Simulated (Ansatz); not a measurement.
Values for one crystal, relaxed and computed with LDA (plane waves, PAW; program Ansatz); other levels are named.

Volume per atom: 15.80 Å³
Electronic character: metallic (no gap)
Debye temperature from the elastic constants: 452 K
Poisson's ratio: 0.33
Pressure derivative B′: 4.5
Hill bulk and shear moduli: 84.0 and 32.8 GPa
Young's modulus: 87.0 GPa

Q: Which compound is it?
(A) Cs, fcc (Cu type)
(B) Al, fcc (Cu type)
(C) Rh, fcc (Cu type)
(D) Pb, fcc (Cu type)

A: B, Al, fcc (Cu type)

Space group Fm-3m (fcc (Cu type)). Symmetry was held in the LDA relaxation. As this level gives no gap, shear constants depend on the k-mesh and smearing (Fermi–Dirac, 0.1 eV here).

Potentials: the earlier of the program's two PAW sets. The files were generated under PBE; for other functionals the program regenerates the frozen cores, and for LDA and PBEsol the local potential too.
